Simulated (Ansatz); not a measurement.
Hf$_{2}$As:
```
Hf2As
1.0
   12.45724     0.00000     0.00000
    0.00000    15.35462     0.00000
    0.00000     0.00000     3.67822
Hf As
24 12
Direct
  0.65319   0.47747   0.50000
  0.34681   0.52253   0.50000
  0.15319   0.02253   0.00000
  0.84681   0.97747   0.00000
  0.59926   0.24294   0.50000
  0.40074   0.75706   0.50000
  0.09926   0.25706   0.00000
  0.90074   0.74294   0.00000
  0.08497   0.42541   0.50000
  0.91503   0.57459   0.50000
  0.58497   0.07459   0.00000
  0.41503   0.92541   0.00000
  0.97439   0.10496   0.50000
  0.02561   0.89504   0.50000
  0.47439   0.39504   0.00000
  0.52561   0.60496   0.00000
  0.31261   0.29365   0.50000
  0.68739   0.70635   0.50000
  0.81261   0.20635   0.00000
  0.18739   0.79365   0.00000
  0.38644   0.08138   0.50000
  0.61356   0.91862   0.50000
  0.88644   0.41862   0.00000
  0.11356   0.58138   0.00000
  0.94138   0.28764   0.50000
  0.05862   0.71236   0.50000
  0.44138   0.21236   0.00000
  0.55862   0.78764   0.00000
  0.74444   0.08732   0.50000
  0.25556   0.91268   0.50000
  0.24444   0.41268   0.00000
  0.75556   0.58732   0.00000
  0.18984   0.15045   0.50000
  0.81016   0.84955   0.50000
  0.68984   0.34955   0.00000
  0.31016   0.65045   0.00000
```

Relaxed with r²SCAN. Special points in fractions of this cell's reciprocal vectors: Γ (0.000, 0.000, 0.000); X (0.500, 0.000, 0.000); S (0.500, 0.500, 0.000); Y (0.000, 0.500, 0.000); Z (0.000, 0.000, 0.500); U (0.500, 0.000, 0.500); R (0.500, 0.500, 0.500); T (0.000, 0.500, 0.500).

Question: List the band energies nearest the Fermi level at these points for the program Ansatz at the r²SCAN level (PAW).

Answer: In eV from the Fermi level; about four levels below and three above (degenerate sets whole), none deeper than 8.9 eV; points with the same levels are listed once.

```json
[
 {"k": "Γ", "below": "-0.42 -0.38 -0.07 -0.01", "above": "0.11 0.20 0.22"},
 {"k": "X", "below": "-0.71 -0.71 -0.16 -0.16", "above": "0.10 0.10 0.11 0.11"},
 {"k": "S", "below": "-0.78 -0.78 -0.07 -0.07", "above": "0.11 0.11 0.23 0.23 0.24 0.24 0.24 0.24"},
 {"k": "Y", "below": "-0.84 -0.84 -0.18 -0.18", "above": "0.16 0.16 0.22 0.22"},
 {"k": "Z", "below": "-0.39 -0.39 -0.17 -0.17", "above": "0.15 0.15 0.63 0.63"},
 {"k": "U", "below": "-0.58 -0.58 -0.58 -0.58 -0.11 -0.11", "above": "0.15 0.15 0.37 0.37"},
 {"k": "R", "below": "-0.45 -0.45 -0.05 -0.05", "above": "0.15 0.15 0.23 0.23"},
 {"k": "T", "below": "-0.58 -0.58 -0.33 -0.33", "above": "0.15 0.15 0.22 0.22"}
]
```

Space group Pnnm. The first step of the workflow began from a Materials Project structure, measured or hypothetical; the Crystallography Open Database copy checked does not list it. Whether it is the stable phase at ambient conditions was not checked. Symmetry was held in the r²SCAN relaxation; its stability against distortions is not shown here. No spin polarisation was allowed. Spin–orbit coupling is left out wherever it is not named.

Potentials: the later of the program's two PAW sets.
